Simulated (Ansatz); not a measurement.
GaN (wurtzite)

```
CELL_PARAMETERS angstrom
      3.18312     0.00000     0.00000
     -1.59156     2.75667     0.00000
      0.00000     0.00000     5.18363
ATOMIC_POSITIONS crystal
  Ga 0.66667 0.33333 0.00099
  Ga 0.33333 0.66667 0.50099
  N  0.66667 0.33333 0.62421
  N  0.33333 0.66667 0.12421
```

The slice is a (-1 1 0 2) plane (indices of the conventional cell) through the point (0.667, 0.333, 0.001) (fractional), spanned by u = [110] and v = [1 -1 1] in vectors of this cell: u (3.18 Å) and v (7.57 Å, at 90° to u). It covers one period; positions are fractions (u, v).

Computed with r2SCAN (plane waves to 500 eV, PAW, scalar-relativistic; Ansatz, a quantum-chemistry and plane-wave program). k mesh 12×12×7. Inside the PAW spheres the values are not all-electron values, and peaks at nuclei hang on which shells count as valence. GaN was relaxed with its symmetry unable to fall.

Problem. Around which element is the density of the highest valence band (whole band, smooth part) largest on this plane?

Solution. N. Mean over a disc round each atom, of radius 0.45 times the shortest bond: N 0.170, Ga 0.010 e/Å³.

Problem. Sketch the density of the highest valence band (whole band, smooth part) on this plane as a map.

Solution. 
```
|          |
|          |
|          |
|          |
|          |
|          |
|          |
|    ...   |
|  .:-=-:. |
|  .-*%*-. |
|  .=#@#=. |
|  .:+*+:. |
|   .:::.  |
|          |
|          |
|          |
|    ...   |
|   .-=-.  |
|  .-#@#-. |
|  .+%*%+. |
|  .+%=%+. |
|  .-*%*-. |
|   .:-:.  |
|    ...   |
```
Scale: ten equal steps from 0.001 (start of ' ') to 0.300 (end of '@'), in the order ' .:-=+*#%@'. Values: density of the highest valence band (whole band, smooth part) in e/Å³. The map has 10 points along u (one character each, u = 0 at the left) and 24 along v (v = 0 in the bottom row).
